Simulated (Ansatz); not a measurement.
Data:

ZrSi2:
```yaml
crystal:
  lattice:
    - [1.84500, -7.43194, 0.00000]
    - [1.84500, 7.43194, 0.00000]
    - [0.00000, 0.00000, 3.66473]
  atoms:
    - { symbol: Si, position: [0.94827, 0.05173, 0.75000] }
    - { symbol: Si, position: [0.05173, 0.94827, 0.25000] }
    - { symbol: Si, position: [0.24979, 0.75021, 0.75000] }
    - { symbol: Si, position: [0.75021, 0.24979, 0.25000] }
    - { symbol: Zr, position: [0.60585, 0.39415, 0.75000] }
    - { symbol: Zr, position: [0.39415, 0.60585, 0.25000] }
```

This is the r²SCAN-relaxed structure.

Task: All from DFT-r²SCAN in the program Ansatz with PAW potentials, unless another level is named. Estimate the electronic character.

Result: metallic (no gap).

Task: Next, the formation energy from the elements (no fitted shifts)?

Result: -0.66 eV/atom.

Task: Give the density of states at the Fermi level.

Result: 0.20 states/eV per atom (mean over ±0.08 eV).

Space group Cmcm. Symmetry was held in the r²SCAN relaxation; of distortions, only those at the zone centre were tested. No spin polarisation was allowed. The references are the lowest solids computed at this level, not always the standard phases. Scalar-relativistic: spin–orbit coupling is off unless named, which matters more the heavier the elements.

Potentials: the later of the program's two PAW sets.
